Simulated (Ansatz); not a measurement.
Pb₂Au in space group I4/mcm (No. 140; Pb on 8h, Au on 4a) under volume change, the program Ansatz at the LDA level (PAW), shape and atoms relaxed at each volume.

| V (Å³/atom) | E − E(relaxed) (meV/atom) | P (GPa) |
|---|---|---|
| 22.369 | 57.6 | 9.19 |
| 23.107 | 23.9 | 5.54 |
| 23.844 | 5.6 | 2.52 |
| 24.582 | 0.0 | 0.00 |
| 25.319 | 4.9 | -2.08 |
| 26.056 | 18.6 | -3.81 |
| 26.794 | 39.5 | -5.23 |

What does a third-order Birch–Murnaghan fit give for V₀, B₀ and B′?

V₀ = 24.58 Å³/atom, B₀ = 76.1 GPa, B′ = 5.2.

The first step of the workflow began from a Materials Project structure, measured or hypothetical; the Crystallography Open Database files this formula in space group No. 140, but the cells were not matched. Its standing as an ambient phase is unchecked. The cell was relaxed with LDA under the symmetry of its start; its stability against distortions is not shown here. Scalar-relativistic: spin–orbit coupling is off unless named, which matters more the heavier the elements.

Potentials: the later of the program's two PAW sets.
